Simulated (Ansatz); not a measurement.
# H: how the k-point mesh moves the results

Method: Ansatz, DFT PBEsol, scalar-relativistic, plane waves, PAW.

```yaml
crystal:
  lattice:
    - [2.61060, -2.54900, 0.01710]
    - [2.56116, 2.49847, 0.02311]
    - [0.03175, 0.00485, 4.11224]
  atoms:
    - { symbol: H, position: [0.96700, 0.01327, 0.05644] }
    - { symbol: H, position: [0.45420, 0.57213, 0.40121] }
    - { symbol: H, position: [0.53697, 0.44315, 0.49260] }
    - { symbol: H, position: [0.07921, 0.93731, 0.91170] }
```

| Property | Result |
| --- | --- |
| plane-wave cutoff | 420 eV |
| occupation rule | Gaussian smearing, 0.02 eV |
| spin treatment | unpolarised |

The atoms are held and the k-point mesh is swept. Energies are extrapolated to zero smearing and count from the reference run, 6×6×6. The cell was strained and its atoms displaced at random, so that forces don't vanish. The meshes are Γ-centred. Pressure is positive in compression.

**Question.** One run gave ΔE = -231 meV/atom and P = -1.07 GPa. Which k-point mesh did it use, of 1×1×1, 2×2×2, 4×4×2, 4×4×4?

**Answer.** 1×1×1. All runs:

| mesh | ΔE (meV/atom) | P (GPa) | largest change of a force component (eV/Å) | gap on mesh (eV) | irreducible points |
| --- | --- | --- | --- | --- | --- |
| 1×1×1 | -231 | -1.07 | 0.449 | 11.718 | 1 |
| 2×2×2 | 2.89 | 2.91 | 0.016 | 9.021 | 8 |
| 4×4×2 | 0.08 | 2.82 | 0.002 | 9.023 | 20 |
| 4×4×4 | -0.01 | 2.82 | 0.000 | 9.023 | 36 |
| 6×6×6 | 0.00 | 2.82 | 0.000 | 9.023 | 112 |